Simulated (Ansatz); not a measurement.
**C (diamond): energy against volume**

Method: DFT, LDA (PW92), plane waves (420 eV) with PAW, scalar-relativistic (Ansatz 0.2.0). The PAW files were generated under PBE, with cores re-solved for the functional.

The cell is scaled uniformly from the relaxed one, with fractional coordinates and shape fixed. Energies are extrapolated to zero smearing, pressures are those at the given smearing. Magnetic state: spin not included.

A Birch-Murnaghan fit gives V₀ = 5.51 Å³/atom, B₀ = 467 GPa, B₀′ = 3.6.

What are the energy above the minimum and the pressure at 4.846 Å³/atom?

140.5 meV/atom and 75.20 GPa as computed.

What are the energy above the minimum and the pressure at 5.066 Å³/atom?

58.4 meV/atom and 45.29 GPa as computed.

What are the energy above the minimum and the pressure at 5.286 Å³/atom?

13.7 meV/atom and 20.52 GPa as computed.
